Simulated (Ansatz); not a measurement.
GaBi (NiAs type, space group No. 194) under volume change, PBE in the plane-wave PAW code Ansatz, shape and atoms relaxed at each volume.

```tsv
V (Å³/atom)	E − E(relaxed) (meV/atom)	P (GPa)
25.199	39.0	5.49
26.030	___	___
26.860	3.8	1.52
27.691	0.0	0.00
28.522	___	___
29.352	13.0	-2.36
30.183	27.6	-3.27
```

Q: What belongs in the gaps?

A: 
- 26.030, E − E(relaxed) (meV/atom): 16.3
- 26.030, P (GPa): 3.33
- 28.522, E − E(relaxed) (meV/atom): 3.4
- 28.522, P (GPa): -1.29

Q: What does a third-order Birch–Murnaghan fit give for V₀, B₀ and B′?

A: V₀ = 27.69 Å³/atom, B₀ = 46.5 GPa, B′ = 4.7.

Space group P6_3/mmc (NiAs type). The cell is a constructed one: a structure type filled with these elements; neither database checked (COD, Materials Project) lists it. Whether it is the stable phase at ambient conditions was not checked. The PBE relaxation kept the symmetry of its start; its stability against distortions is not shown here. Spin–orbit coupling is left out wherever it is not named.

Potentials: the later of the program's two PAW sets.
